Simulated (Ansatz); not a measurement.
CdSiN₂:
```
CdSiN2
1.0
    1.44701     0.83543     5.46483
   -1.44701     0.83543     5.46483
    0.00000    -1.67086     5.46483
Cd Si N
1 1 2
Direct
  0.00000   0.00000   0.00000
  0.50000   0.50000   0.50000
  0.77371   0.77371   0.77371
  0.22629   0.22629   0.22629
```

The program Ansatz at the PBEsol level (PAW) gives a gap of 1.27 eV without spin–orbit coupling, maximum on the Γ–S0 line, 59 % of the way from Γ, minimum at Γ.

Task: What happens when spin–orbit coupling is switched on?

Result: The gap stays essentially unchanged, to 1.27 eV; maximum on the Γ–S0 line, 59 % of the way from Γ, minimum at Γ.

Task: Give the electron effective mass with spin–orbit coupling.

Result: 0.14, 0.31, 0.31 mₑ (principal values).

Space group R-3m. The start of the workflow was typed in or built on a structure type; neither database checked (COD, Materials Project) lists it. Whether it is the stable phase at ambient conditions was not checked. Symmetry was held in the PBEsol relaxation; its stability against distortions is not shown here.

Potentials: the later of the program's two PAW sets.
